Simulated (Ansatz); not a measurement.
All numbers below come from DFT PBE, scalar-relativistic, plane waves, PAW in Ansatz 0.2.0. All cells share a 420 eV cutoff and Γ-centred k meshes spaced at most about 0.3 Å⁻¹ (2π included). No spin polarisation in the final relaxations.

All energies are static (0 K, no zero-point motion).

Two relaxed structures of Y2Al3N5:

A.

```
Y Al N
1.0
    -1.63919    1.63919   10.73289
     1.63919   -1.63919   10.73289
     1.63919    1.63919  -10.73289
Y Al N
2 3 5
Cartesian
  0.0000 0.0000 17.3922
  0.0000 0.0000 4.0735
  0.0000 0.0000 8.8209
  0.0000 0.0000 0.0000
  0.0000 0.0000 12.6448
  0.0000 0.0000 19.6051
  0.0000 0.0000 10.7329
  0.0000 0.0000 1.8607
  0.0000 0.0000 14.7483
  0.0000 0.0000 6.7175
```

B.

```
Y Al N
1.0
    -1.62416    1.62416   10.95355
     1.62416   -1.62416   10.95355
     1.62416    1.62416  -10.95355
Y Al N
2 3 5
Direct
  0.89520 0.89520 0.00000
  0.10480 0.10480 0.00000
  0.50000 0.50000 0.00000
  0.70460 0.70460 0.00000
  0.29540 0.29540 0.00000
  0.00000 0.00000 0.00000
  0.60376 0.60376 0.00000
  0.20872 0.20872 0.00000
  0.79128 0.79128 0.00000
  0.39624 0.39624 0.00000
```

Task: Which placement of the atoms is lower in energy, and by how much?

Result: A is lower, by 121 meV/atom. The two share one framework of sites and differ in which element sits where. A has Y and Al ordered on rock salt sites, space group I4/mmm (No. 139), 11.5 Å³/atom and a gap of 0.39 eV on its mesh; B has Y and Al ordered on rock salt sites, space group I4/mmm (No. 139), 11.6 Å³/atom and a gap of 0.99 eV. Counting N atoms around Al and Y (those within 1.25 times the shortest such distance or 1.15 times the sum of covalent radii; a plus sign parts nearer from farther groups; the shortest distance is added where it exceeds 1.18 times the sum of covalent radii; a slash parts the counts of unlike sites), A has Y 5+1, Al 1+1+4/2+4 and B has Y 6, Al 1+5/6 from 2.3 Å. Both come from invented guesses.

Kohn–Sham gaps at this level usually fall short of measured ones. Cells relaxed within their symmetry can be saddle points.
